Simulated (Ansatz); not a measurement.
Zr5Sb3S in space group P6_3/mcm (No. 193; Zr on 4d, Zr on 6g, Sb on 6g, S on 2b), the program Ansatz at the PBE level (PAW), all energies at zero smearing, with the estimated change up to a 700 eV cutoff added, with one set of potentials and settings (totals compare only within such a set). Cell of 18 atoms (10 Zr, 6 Sb, 2 S): -82566.648 eV.

```json
[
 {"element": "Zr", "reference phase": "P6_3/mmc, 2 atoms in the cell", "E (eV/atom)": "-4183.8362"},
 {"element": "Sb", "reference phase": "R-3m, 2 atoms in the cell", "E (eV/atom)": "-6484.4916"},
 {"element": "S", "reference phase": "Fddd, 32 atoms in the cell", "E (eV/atom)": "-902.0599"}
]
```

Formation energy per atom, worked out: (-82566.648 − 10×(-4183.8362) − 6×(-6484.4916) − 2×(-902.0599))/18 = -0.957 eV/atom (-92 kJ per mol of atoms), at 0 K, without zero-point energy or fitted corrections.

The workflow started from a Materials Project entry (that database holds measured and hypothetical structures alike); the Crystallography Open Database copy checked does not list it. Its standing as an ambient phase is unchecked. The cell was relaxed with PBE under the symmetry of its start; its stability against distortions is not shown here. The run is not spin-polarised. The references are the lowest solids computed at this level, not always the standard phases. Spin–orbit coupling is left out wherever it is not named.

Potentials: the later of the program's two PAW sets.
